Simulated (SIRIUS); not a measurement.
Input and output of a self-consistent single point for SnSe (Fm-3m, 8 atoms in the cell; from Materials Project mp-2693, changed as shown) (SIRIUS).

All values come from this method and carry its errors: LDA (PW92), GBRV LDA ultrasoft pseudopotentials (plane waves; SIRIUS).

The change in words: lattice scaled by 1.02. Reference geometry (Fm-3m):
```xyz
8
Lattice="6.0781 0.0000 0.0000 0.0000 6.0781 0.0000 0.0000 0.0000 6.0781" Properties=species:S:1:pos:R:3 pbc="T T T"
Sn     0.0000     0.0000     0.0000
Sn     0.0000     3.0390     3.0390
Sn     3.0390     0.0000     3.0390
Sn     3.0390     3.0390     0.0000
Se     3.0390     0.0000     0.0000
Se     3.0390     3.0390     3.0390
Se     0.0000     0.0000     3.0390
Se     0.0000     3.0390     0.0000
```

Reference input (self-consistent single point, DFT, LDA (PW92), plane waves, GBRV LDA ultrasoft pseudopotentials): parameters.ngridk = 4 4 4; parameters.xc_functionals = [XC_LDA_X, XC_LDA_C_PW]; parameters.gk_cutoff = 6.325 1/bohr; parameters.pw_cutoff = 14.143 1/bohr; parameters.smearing = fermi_dirac; parameters.smearing_width = 0.00183747 Ha; potentials = GBRV LDA ultrasoft pseudopotentials; parameters.electronic_structure_method = pseudopotential; parameters.num_bands = 48; parameters.num_mag_dims = 0; parameters.num_dft_iter = 100; parameters.energy_tol = 1e-07 Ha. This run's input differs from it in these lines:

```diff
@@ -36,3 +36,3 @@
     ],
-    "lattice_vectors_scale": 11.485884,
+    "lattice_vectors_scale": 11.715601,
     "atom_coordinate_units": "lattice",
```

Output (repeated stretches shortened):

```
[find] density tolerance         : 1e-06
[find] total energy tolerance    : 1e-07
[find] iter_solver_tol (initial) : 0.01
[find] iter_solver_tol (target)  : 1e-13
[find] num_dft_iter              : 100
Charges and magnetic moments
--------------------------------------------------------------------------------
total charge          : 80.000000
[find] | SCF iteration   0 out of 100|
[diagonalize] iterative solver tolerance (occupied, empty): 0.01 0.01
[diagonalize] average number of iterations: 2
[find] Charges and magnetic moments
[find] total charge          : 80.000000
[find] Energy
[find] smearing (-TS)                 :      -0.00002425
   [... lines left out ...]

[find] Charges and magnetic moments
[find] total charge          : 80.000000
[find] Energy
[find] smearing (-TS)                 :      -0.00010873
[find] Total energy                   :    -404.30404438 (Ha),    -808.60808877 (Ry)
[find] Free energy (E-TS)             :    -404.30415312 (Ha),    -808.60830623 (Ry)
[find] band gap (eV)                  :       0.27105665
[find] Efermi                         :       0.24409580
[find] iteration : 32, RMS (target) : 7.9244e-07 (1.0000e-06) , energy difference (target) : 2.4659e-10 (1.0000e-07)
[find] bands are converged : false
[find] iterative solver converged : false
[find] converged after 33 SCF iterations!
[find] Charges and magnetic moments
[find] total charge          : 80.000000
[find] Energy
[find] smearing (-TS)                 :      -0.00010873
[find] Total energy                   :    -404.30404438 (Ha),    -808.60808877 (Ry)
[find] Free energy (E-TS)             :    -404.30415312 (Ha),    -808.60830623 (Ry)
[find] band gap (eV)                  :       0.27105665
[find] Efermi                         :       0.24409580
[ground_state] === stress tensor components [kbar] ===
[ground_state] === stress_total ===
[ground_state]    66.992722   -0.000000    0.000000
[ground_state]    -0.000000   66.992722    0.000000
[ground_state]     0.000000    0.000000   66.992722
[ground_state] ==== total Forces in Ha/bohr =====
[ground_state] atom:    0, force:       0.0000000      0.0000000      0.0000000
   [... zero for the other atoms too ...]
```

The run converged in 33 iterations. SIRIUS prints the stress tensor with tension positive. Against the reference run the free energy rises by 61.4 meV/atom, the pressure goes from -4.75 to -6.70 GPa and the gap on the mesh goes from 0.491 to 0.271 eV.

The structure comes from a collection of computed structures, made at another level of theory; the collection holds predicted forms beside known ones. Its lattice was then scaled.

Cost on one core: about 3 core-minutes (a rough figure).

The gap that the log prints is read on the run's mesh, which can miss the band edges or a crossing.
